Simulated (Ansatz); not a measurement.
ScTaN: changing the choice of potentials or basis

The cell as given:

```xyz
6
Lattice="3.0851 0.0000 0.0000 -1.5425 2.6717 0.0000 0.0000 0.0000 10.3401" Properties=species:S:1:pos:R:3 pbc="T T T"
Ta    0.0000    1.7812    2.5399
Ta    1.5425    0.8906    7.8003
Sc    0.0000    0.0000    0.0000
Sc    0.0000    0.0000    5.1701
N     0.0000    1.7812    6.5126
N     1.5425    0.8906    3.8275
```

The cell comes from a database or a generator and needn't be the stable form of this composition.

Kept alike: task relaxation of cell and atoms; functional PBEsol; k mesh 10 × 10 × 3; occupations fermi-dirac, width 0.05 eV; no spin polarisation. Program: Ansatz. Cutoffs run from 870 to 1796 eV. The mesh is that of the run's cell of 6 atoms. No spin-orbit coupling.

| choice of potentials or basis | volume (Å³/atom) | first edge of the run's cell (Å) | third edge of the run's cell (Å) |
| --- | --- | --- | --- |
| Ansatz PAW (files of its older set among them) (made for PBE) | 13.744 | 3.054 | 10.211 |
| JTH PAW (made for PBE) | 13.757 | 3.055 | 10.215 |
| PseudoDojo standard (PBEsol files) | 13.738 | 3.053 | 10.211 |
| PseudoDojo stringent (PBEsol files) | 13.730 | 3.052 | 10.210 |

The relaxations keep at least the cell's symmetry (P-3m1). For a metal such a mesh leaves the last digits unconverged. Relaxations stop with a little pressure left, so the last digits of a volume or edge aren't settled.

Question: What does the choice of potentials or basis change here?

Answer: The volume runs from 13.730 (PseudoDojo stringent (PBEsol files)) to 13.757 Å³/atom (JTH PAW (made for PBE)). The first edge of the run's cell runs from 3.052 (PseudoDojo stringent (PBEsol files)) to 3.055 Å (JTH PAW (made for PBE)). The third edge of the run's cell runs from 10.210 (PseudoDojo stringent (PBEsol files)) to 10.215 Å (JTH PAW (made for PBE)).
